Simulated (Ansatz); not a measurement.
Property card for RbFeSe2O8

RbFeSe2O8:
```
RbFeSe2O8
1.0
    5.39676     0.00000     0.00000
   -2.69838     4.67373     0.00000
    0.00000     0.00000     7.93341
Rb Fe Se O
1 1 2 8
Direct
  0.00000   0.00000   0.00000
  0.00000   0.00000   0.50000
  0.33333   0.66667   0.72224
  0.66667   0.33333   0.27776
  0.66667   0.33333   0.07445
  0.33333   0.66667   0.92555
  0.66641   0.83320   0.65429
  0.16680   0.83320   0.65429
  0.16680   0.33359   0.65429
  0.83320   0.66641   0.34571
  0.83320   0.16680   0.34571
  0.33359   0.16680   0.34571
```
The run is spin-polarised; directions of the spins, atom by atom: 0 ↑ 0 0 0 0 0 0 0 0 0 0.

Space group P-3m1 (No. 164); conventional cell a = b = 5.397 Å, c = 7.933 Å, α = β = 90.00°, γ = 120.00°.

Method: r²SCAN in the plane-wave PAW code Ansatz. Geometry: relaxed at this level of theory. Other levels are named where they apply.

**Cell and energy**

```
Quantity                                                      Result
-----------------------------------------------------  -------------
Volume per atom                                             16.68 Å³
Density                                                   3.55 g/cm³
Formation energy from the elements (no fitted shifts)  -1.07 eV/atom
```

**Electronic structure**

```
Quantity                                                                                          Value
----------------------------------------  -------------------------------------------------------------
Band gap                                                                             1.68 eV (indirect)
Valence-band maximum                                                                               at M
Conduction-band minimum                   on the Γ–A line, 4 % of the way from Γ (2 equivalent valleys)
Smallest direct gap on the standard path                                                        1.69 eV
```

**Magnetism**

```
Quantity                   Value
--------------  ----------------
Magnetic order     ferromagnetic
Net moment      0.42 μB per atom
```

**Mechanics**

```
Property                               Value
----------------------------------  --------
Bulk modulus (Birch–Murnaghan fit)  22.5 GPa
Pressure derivative B′                   7.9
```

The first step of the workflow began from a Materials Project structure, measured or hypothetical; the Crystallography Open Database copy checked does not list it. Its standing as an ambient phase is unchecked. The r²SCAN relaxation kept the symmetry of its start; its stability against distortions is not shown here. Magnetic state: ferromagnetic, the only order run, not a proven ground state. The cell computed holds one magnetic atom, so no antiferromagnetic order was within reach. Other orbital occupations within this spin state were not tried. No Hubbard U is applied. The references are the lowest solids computed at this level, not always the standard phases (solids in place of the gases). Spin–orbit coupling is left out wherever it is not named.

Potentials: the later of the program's two PAW sets.
